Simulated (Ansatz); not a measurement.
Relaxed AlNi (CsCl type):

```
CELL_PARAMETERS angstrom
      2.89266     0.00000     0.00000
      0.00000     2.89266     0.00000
      0.00000     0.00000     2.89266
ATOMIC_POSITIONS crystal
  Al 0.00000 0.00000 0.00000
  Ni 0.50000 0.50000 0.50000
```

In each cell atom 1 (Al, nearest neighbour Ni at 2.505 Å; its periodic images, 2.9 Å or more away, move with it) moves by s·(0.577, 0.577, 0.577) (along Cartesian [111]), the rest being held.

All values below come from PBE (plane waves to 420 eV, PAW, scalar-relativistic; Ansatz, a program for electronic structure). k mesh 13×13×13 (Γ-centred), Fermi-Dirac smearing 0.05 eV. The energy includes the smearing's −TS. Left out: 2 of 11 points, with atoms too close for the PAW data. With partly filled bands, energies and forces of such displacements shift with the k mesh and the smearing. AlNi is run without spin polarisation. AlNi was relaxed with its symmetry unable to fall. The PAW data are Ansatz's earlier set. ΔE is measured from the undisplaced structure.

Task: What ΔE (meV/cell) does the calculation give at s (Å) = -0.600, -0.450, -0.300, -0.150, 0.150, 0.600?

Result: 
```csv
s (Å),ΔE (meV/cell)
-0.600,1508
-0.450,718
-0.300,282
-0.150,65
0.150,65
0.600,1508
```

(A displaced cell: forces are minus the slopes of the energy, force constants its curvatures, and phonons follow from these.)
